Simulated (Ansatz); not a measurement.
## Fields on a plane of Os (hcp, Mg type)

```xyz
2
Lattice="2.7549 0.0000 0.0000 -1.3774 2.3858 0.0000 0.0000 0.0000 4.3443" Properties=species:S:1:pos:R:3 pbc="T T T"
Os     0.0000     1.5905     3.2582
Os     1.3774     0.7953     1.0861
```

The slice is a (0001) plane (indices of the conventional cell) through the point (0.333, 0.667, 0.750) (fractional), spanned by u = [110] and v = [1 -1 0] in vectors of this cell: u (2.75 Å) and v (4.77 Å, at 90° to u). It covers one period; positions are fractions (u, v).

Atoms on it: Os at (0.00, 0.00); Os at (0.50, 0.50).

All values below come from PBE (plane waves to 420 eV, PAW, scalar-relativistic; Ansatz, a program for electronic structure). k mesh 19×19×11. These are valence fields of a PAW run, semicore shells included where kept as valence: close to a nucleus they are smooth pseudo fields. Os is run without spin polarisation. Os was relaxed with its symmetry unable to fall. Spin-orbit coupling is left out, though Os is heavy.

```
|99999988664422110011224466889999|
|99999977553311000000113355779999|
|88887766442211000000112244667788|
|77666644221100000000001122446666|
|44443322110000000000000011223344|
|22221111110000000000000011111122|
|00000000000000000000000000000000|
|00000000111111222222111111000000|
|00000011112233444444332211110000|
|00000011224466667766664422110000|
|00001122446677888888776644221100|
|00001133557799999999997755331100|
|00112244668899999999998866442211|
|00112244778899999999998877442211|
|00112244668899999999998866442211|
|00001133557799999999997755331100|
|00001122446677888888776644221100|
|00000011224466667766664422110000|
|00000000112233444444332211000000|
|00000000111111222222111111000000|
|00000000000000000000000000000000|
|22221111110000000000000011111122|
|44443322111100000000001111223344|
|77666644221100000000001122446666|
|88887766442211000000112244667788|
|99999977553311000000113355779999|
|99999988664422110011224466889999|
|99999988774422110011224477889999|
```
Scale: ten equal steps from -0.48 (start of '0') to 0.90 (end of '9'), in the order '0123456789'. Values: log₁₀ of the valence density in e/Å³. The map has 16 points along u (two characters each, u = 0 at the left) and 28 along v (v = 0 in the bottom row). The scale is logarithmic, as a density can span decades between atoms and voids.

```
|xxxxxxxxxxxx0044664400xxxxxxxxxx|
|xxxxxxxxxxxx0055775500xxxxxxxxxx|
|xxxxxxxxxx00337788773300xxxxxxxx|
|xxxxxxxxxx00668899886600xxxxxxxx|
|xxxxxxxx004477999999774400xxxxxx|
|00000022556677888888776655220000|
|55555566666655554455556666665555|
|88888866552200000000002255668888|
|9999775500xxxxxxxxxxxxxx00557799|
|99886600xxxxxxxxxxxxxxxxxx006688|
|88773300xxxxxxxxxxxxxxxxxx003377|
|776600xxxxxxxxxxxxxxxxxxxxxx0066|
|664400xxxxxxxxxxxxxxxxxxxxxx0044|
|664400xxxxxxxxxxxxxxxxxxxxxx0044|
|664400xxxxxxxxxxxxxxxxxxxxxx0044|
|775500xxxxxxxxxxxxxxxxxxxxxx0055|
|88773300xxxxxxxxxxxxxxxxxx003377|
|99886600xxxxxxxxxxxxxxxxxx006688|
|9999774400xxxxxxxxxxxxxx00447799|
|88887766552200000000002255667788|
|44555566666655555555556666665555|
|00000022556688888888886655220000|
|xxxxxxxx005577999999775500xxxxxx|
|xxxxxxxxxx00668899886600xxxxxxxx|
|xxxxxxxxxx00337788773300xxxxxxxx|
|xxxxxxxxxxxx0066776600xxxxxxxxxx|
|xxxxxxxxxxxx0044664400xxxxxxxxxx|
|xxxxxxxxxxxx0044664400xxxxxxxxxx|
```
Scale: ten equal steps from 4.00 (start of '0') to 12.75 (end of '9'), in the order '0123456789'. Values: electrostatic potential energy of an electron, from the cell's mean, in eV. The map has 16 points along u (two characters each, u = 0 at the left) and 28 along v (v = 0 in the bottom row). Points within 1 Å of a nucleus are blanked (x), as the pseudised field means little there. Values under 4 eV are set to 4. The zero, the cell's mean, hangs on the PAW cores.

| Quantity | Value |
|---|---|
| Density on the Os–Os line (2.75 Å) at its midpoint | 0.43 e/Å³ |
| ELF at that point | 0.39 |
